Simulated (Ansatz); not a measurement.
**Nb, first-principles data**

Nb:
```
Nb
1.0
    4.83287     0.00000     0.00000
   -2.41644     4.18539     0.00000
    0.00000     0.00000     2.64634
Nb
3
Cartesian
  0.00000   0.00000   0.00000
  2.41644   1.39513   1.32317
  0.00000   2.79026   1.32317
```

Space group P6/mmm (No. 191); conventional cell a = b = 4.833 Å, c = 2.646 Å, α = β = 90.00°, γ = 120.00°.

Method: the program Ansatz at the PBEsol level (PAW). Structure relaxed to zero pressure with the same functional. Other levels are named where they apply.

### Cell and energy

| Property | Value |
|---|---|
| Volume per atom | 17.84 Å³ |
| Density | 8.65 g/cm³ |

### Electronic structure

| Item | Result |
|---|---|
| Electronic character | metallic (no gap) |
| Density of states at the Fermi level | 0.90 states/eV per atom (mean over ±0.08 eV) |
| Gap with spin–orbit coupling | none (metallic) |

### Mechanics

| Item | Value |
|---|---|
| Bulk modulus (Birch–Murnaghan fit) | 175 GPa |
| Pressure derivative B′ | 3.8 |
| Elastic constants (relaxed ions, GPa) | C11 = 265, C12 = 148, C13 = 95.7, C33 = 378, C44 = -2.4 |
| Mechanical stability | unstable (C has a negative eigenvalue) |

### Phonons

| Quantity | Value |
|---|---|
| Highest zone-centre frequency | 198 cm⁻¹ |
| Zone-centre stability | unstable, softest mode 172i cm⁻¹ |

The start of the workflow was typed in or built on a structure type; neither database checked (COD, Materials Project) lists it. It is not the phase usual at ambient conditions (space group No. 229). Symmetry was held in the PBEsol relaxation. No spin polarisation was allowed. As this level gives no gap, shear constants depend on the k-mesh and smearing (Fermi–Dirac, 0.1 eV here). As this level gives no gap, phonon frequencies hold no LO–TO term and depend on the k-mesh and smearing (Fermi–Dirac, 0.1 eV here). Axis ratios of metals converge slowly with the k-mesh, so a and c are less sure than the volume. On the denser mesh and wider smearing of the elastic run this cell carries a stress of 0.4 GPa. Scalar-relativistic: spin–orbit coupling is off unless named, which matters more the heavier the elements.

Potentials: the earlier of the program's two PAW sets. The files were generated under PBE; for other functionals the program regenerates the frozen cores, and for LDA and PBEsol the local potential too.
